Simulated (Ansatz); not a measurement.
AlAs:
```
CELL_PARAMETERS angstrom
      0.00000     2.81453     2.81453
      2.81453     0.00000     2.81453
      2.81453     2.81453     0.00000
ATOMIC_POSITIONS crystal
  As 0.75000 0.75000 0.75000
  Al 0.00000 0.00000 0.00000
```

Cartesian axes are those of the cell as given.

Q: Give the high-frequency dielectric tensor and the Born effective charge tensors of the independent atoms from DFPT, DFT-LDA in the program Ansatz with PAW potentials.

A: 
ε∞:
```
9.44  0.00  0.00
0.00  9.44  0.00
0.00  0.00  9.44
```
Z* of atom 1 (As), rows: field, columns: displacement, in e:
```
-2.15   0.00   0.00
 0.00  -2.15   0.00
 0.00   0.00  -2.15
```
Z* of atom 2 (Al), rows: field, columns: displacement, in e:
```
2.15  0.00  0.00
0.00  2.15  0.00
0.00  0.00  2.15
```

Space group F-43m (zinc blende). The LDA relaxation kept the symmetry of its start. Scalar-relativistic: spin–orbit coupling is off unless named, which matters more the heavier the elements.

Potentials: the later of the program's two PAW sets.
